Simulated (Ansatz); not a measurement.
BaTiO₃ (cubic perovskite)

```cif
data_BaO3Ti
_chemical_formula_sum 'Ba1 Ti1 O3'
_space_group_name_H-M_alt 'P 1'
_space_group_IT_number 1
_cell_length_a 4.01946
_cell_length_b 4.01946
_cell_length_c 4.01946
_cell_angle_alpha 90.000
_cell_angle_beta 90.000
_cell_angle_gamma 90.000
loop_
_space_group_symop_operation_xyz
  'x, y, z'
loop_
_atom_site_label
_atom_site_type_symbol
_atom_site_fract_x
_atom_site_fract_y
_atom_site_fract_z
_atom_site_occupancy
Ba1 Ba 0.00000 0.00000 0.00000 1
Ti1 Ti 0.50000 0.50000 0.50000 1
O1 O 0.00000 0.50000 0.50000 1
O2 O 0.50000 0.50000 0.00000 1
O3 O 0.50000 0.00000 0.50000 1
```

E(V) scan at fixed shape, V₀ the volume above. Symmetry pins the atoms to their sites.

These are PBE (plane waves to 420 eV, PAW, scalar-relativistic; Ansatz, a first-principles code) values and carry that method's errors. k mesh 8×8×8 (Γ-centred), Fermi-Dirac smearing 0.05 eV. The energy includes the smearing's −TS. BaTiO3 is run without spin polarisation. BaTiO3 was relaxed with its symmetry unable to fall. The PAW data are Ansatz's earlier set. This is a high-temperature form of BaTiO3. ΔE is measured from the relaxed starting cell.

```json
[
 {"V (Å³/atom)": "10.910", "ΔE (meV/atom)": "232.1"},
 {"V (Å³/atom)": "11.256", "ΔE (meV/atom)": "152.4"},
 {"V (Å³/atom)": "11.602", "ΔE (meV/atom)": "92.3"},
 {"V (Å³/atom)": "11.949", "ΔE (meV/atom)": "49.2"},
 {"V (Å³/atom)": "12.295", "ΔE (meV/atom)": "20.8"},
 {"V (Å³/atom)": "12.641", "ΔE (meV/atom)": "4.9"},
 {"V (Å³/atom)": "12.988", "ΔE (meV/atom)": "0.0"},
 {"V (Å³/atom)": "13.334", "ΔE (meV/atom)": "4.5"},
 {"V (Å³/atom)": "13.680", "ΔE (meV/atom)": "17.0"},
 {"V (Å³/atom)": "14.027", "ΔE (meV/atom)": "36.7"},
 {"V (Å³/atom)": "14.373", "ΔE (meV/atom)": "62.3"},
 {"V (Å³/atom)": "14.719", "ΔE (meV/atom)": "93.1"},
 {"V (Å³/atom)": "15.066", "ΔE (meV/atom)": "128.4"}
]
```

### Question
What is the fitted pressure derivative B₀′?

### Answer
4.5.

### Question
What bulk modulus B₀ follows from a third-order Birch-Murnaghan fit?

### Answer
163 GPa. Check by three points about V = 12.988 Å³/atom, step 0.346: d²E/dV² ≈ (4.9 − 2·0.0 + 4.5) meV / 0.346² = 0.0783 eV/Å⁶, and V·d²E/dV² × 160.2 = 163 GPa.

(A scan under strain: stresses follow from slopes of the energy per volume, elastic moduli from its curvatures.)
